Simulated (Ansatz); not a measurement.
Method: DFT PBE, scalar-relativistic, plane waves, PAW in Ansatz. Settings: cutoff 420 eV, Γ-centred meshes spaced at most about 0.3 Å⁻¹ (2π included), Gaussian smearing. No spin polarisation in the final relaxations.

Temperature and zero-point effects are left out.

Two relaxed structures of Mg2CdS3:

A.

```yaml
crystal:
  lattice:
    - [-1.88508, 1.88508, 8.00835]
    - [1.88508, -1.88508, 8.00835]
    - [1.88508, 1.88508, -8.00835]
  atoms:
    - { symbol: Mg, position: [0.83260, 0.83260, 0.00000] }
    - { symbol: Mg, position: [0.16740, 0.16740, 0.00000] }
    - { symbol: Cd, position: [0.50000, 0.50000, 0.00000] }
    - { symbol: S, position: [0.00000, 0.00000, 0.00000] }
    - { symbol: S, position: [0.67018, 0.67018, 0.00000] }
    - { symbol: S, position: [0.32982, 0.32982, 0.00000] }
```

B.

```yaml
crystal:
  lattice:
    - [3.76405, 0.00000, 0.00000]
    - [-1.88202, 3.25976, 0.00000]
    - [0.00000, 0.00000, 9.23287]
  atoms:
    - { symbol: Mg, position: [0.66667, 0.33333, 0.83793] }
    - { symbol: Mg, position: [0.33333, 0.66667, 0.16207] }
    - { symbol: Cd, position: [0.00000, 0.00000, 0.50000] }
    - { symbol: S, position: [0.33333, 0.66667, 0.67790] }
    - { symbol: S, position: [0.66667, 0.33333, 0.32210] }
    - { symbol: S, position: [0.00000, 0.00000, 0.00000] }
```

Task: Which arrangement of the elements on these sites is preferred, and by what margin?

Result: B is lower, by 6 meV/atom. The two share one framework of sites and differ in which element sits where. A has Mg and Cd ordered on rock salt sites, space group I4/mmm (No. 139), 19.0 Å³/atom and a gap of 1.25 eV on its mesh; B has Mg and Cd ordered on rock salt sites, space group P-3m1 (No. 164), 18.9 Å³/atom and a gap of 1.69 eV. Counting S atoms around Cd and Mg (those within 1.25 times the shortest such distance or 1.15 times the sum of covalent radii, 1.27 where that leaves under three), A and B both have Mg 6, Cd 6. In A, Mg is surrounded by 6 S at 2.60–2.68 Å; Cd is surrounded by 6 S at 2.67–2.73 Å; S on a site of symmetry 4/mmm has 4 Cd at 2.67 Å and 2 Mg at 2.68 Å; 1 more site not described. In B, Mg is surrounded by 6 S at 2.63–2.64 Å; around Cd lie 6 S at 2.72 Å; S on a site of symmetry 3m has 3 Mg at 2.63 Å and 3 Cd at 2.72 Å; 1 more site not described. Both come from invented guesses.

Kohn–Sham gaps at this level usually fall short of measured ones. Cells relaxed within their symmetry can be saddle points.
